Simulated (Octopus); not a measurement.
Ca2Si (Fm-3m, No. 225), cubic lattice constant 7.170 Å. This is not, or not surely, the usual phase at ambient conditions; the cell is a database entry, not relaxed again.

Computed with Octopus (real-space grid): LDA, grid spacing about 0.17 Å, Γ-centred 4×4×4 k-mesh, Fermi-Dirac smearing of 0.01 eV, no spin polarisation, PseudoDojo 0.4 LDA potentials. The cell is scaled uniformly. Energies of the lowest empty band count from each cell's highest valence level among the special points, at X; they are Kohn-Sham values at fixed points of the zone. The level at Γ is left out: two levels cross there within the series.

| a (Å) | ln(V/V₀) | X (eV) | L (eV) |
|---|---|---|---|
| 6.848 | -0.1381 | 0.274 | 2.352 |
| 6.920 | -0.1069 | ? | ? |
| 6.991 | -0.0760 | 0.384 | 2.352 |
| 7.063 | -0.0453 | 0.433 | 2.347 |
| 7.135 | -0.0150 | 0.478 | 2.339 |
| 7.170 | 0.0000 | 0.499 | 2.335 |
| 7.242 | 0.0299 | 0.539 | 2.323 |

V₀ is the volume of the database cell.

Problem. Fit each column by a quadratic in ln V through the rows shown. Give the volume deformation potentials dE/d ln V at the withheld row, and predict that row.

Solution. Fits: X: 0.499 +1.38 x −1.8 x²; L: 2.335 −0.34 x −1.6 x², with x = ln(V/V₀). At x = -0.1069 the slopes are +1.8 eV (X), −0.0 eV (L). Predicted against computed: 0.331 against 0.331 eV, 2.353 against 2.353 eV.

The lowest of these levels is that at X in all rows.
